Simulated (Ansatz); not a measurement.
The relaxed structure here is a generated cell of TePb: the first start was made by placing the elements on the sites of a structure type, and the end was not matched to a known phase here, so it may be hypothetical. Known forms of TePb include space group No. 225.

The end point of a relaxation of TePb. Space group R3m (No. 160), AFLOW prototype AB_hR6_160_b_b (B13, as in NiS). Computed with r2SCAN (plane waves to 500 eV, PAW, scalar-relativistic; Ansatz, a program for electronic structure).

Space group R3m, hexagonal axes (No. 160); a = 13.472 Å, b = 13.472 Å, c = 4.536 Å, α = 90.00°, β = 90.00°, γ = 120.00°

| atom | site | symmetry | x | y | z |
|---|---|---|---|---|---|
| Te | 9b | .m | 0.4486 | 0.2243 | 0.2539 |
| Pb | 9b | .m | 0.1931 | 0.0966 | 0.3751 |
(The calculation used a cell of 6 atoms; values per cell refer to that cell.)

Question: Give the band gap at the level r2SCAN.

Answer: 0.57 eV, indirect (valence top at 11 % of the way from Γ to L, conduction bottom at 20 % of the way from P2 to Γ) (no spin-orbit coupling).

Question: Predict the smallest direct gap from r2SCAN.

Answer: 1.00 eV at or next to P0.

No spin polarisation in the result. Spin-orbit coupling is missing; with elements this heavy it can move band edges by tenths of an eV or more.

The run could not lose the symmetry of its start, so the end can be a saddle point.
